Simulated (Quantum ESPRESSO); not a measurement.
pw.x input (Quantum ESPRESSO 7.5; PBEsol, PseudoDojo standard norm-conserving files, fully relativistic):

```
&CONTROL
  calculation = 'scf'
  pseudo_dir = './pseudo'
  outdir = './out'
  tprnfor = .true.
  tstress = .true.
/
&SYSTEM
  ibrav = 0
  nat = 3
  ntyp = 2
  ecutwfc = 84.0
  ecutrho = 336.0
  occupations = 'smearing'
  smearing = 'fd'
  degauss = 0.002
  nbnd = 28
  noncolin = .true.
  lspinorb = .true.
  assume_isolated = '2D'
/
&ELECTRONS
  conv_thr = 3e-10
/
ATOMIC_SPECIES
Mg 24.3050 Mg.upf
I 126.9045 I.upf
CELL_PARAMETERS angstrom
  4.130242494676   0.000000000000   0.000000000000
 -2.065121247338   3.576894924179   0.000000000000
  0.000000000000   0.000000000000  16.300000000000
ATOMIC_POSITIONS crystal
Mg   0.000000000000   0.000000000000  -0.000000000000
I   0.333333333333   0.666666666667   0.102246961000
I   0.666666666667   0.333333333333  -0.102246961000
K_POINTS automatic
12 12 1 0 0 0
```

End of the output:

```
     total energy              =    -170.67994619 Ry
     estimated scf accuracy    <       0.00000016 Ry
     total energy              =    -170.67994621 Ry
     estimated scf accuracy    <          2.6E-09 Ry
     total energy              =    -170.67994622 Ry
     estimated scf accuracy    <          1.5E-09 Ry
[...]
     the Fermi energy is    -4.7926 ev
!    total energy              =    -170.67994622 Ry
     estimated scf accuracy    <          1.9E-10 Ry
     smearing contrib. (-TS)   =       0.00000000 Ry
     internal energy E=F+TS    =    -170.67994622 Ry
     The total energy is F=E-TS. E is the sum of the following terms:
     one-electron contribution =    -741.37580612 Ry
     hartree contribution      =     364.61411976 Ry
     xc contribution           =     -31.48497728 Ry
     ewald contribution        =     237.56671742 Ry
     convergence has been achieved in  10 iterations
     Forces acting on atoms (cartesian axes, Ry/au):
     atom    1 type  1   force =     0.00000000    0.00000000    0.00000000
     atom    2 type  2   force =     0.00000000   -0.00000000    0.00076004
     atom    3 type  2   force =     0.00000000    0.00000000   -0.00076004
     Total force =     0.001075     Total SCF correction =     0.000038
```
In a gapped system the printed Fermi energy is only some level inside the gap.

Geometry relaxed with PBEsol.
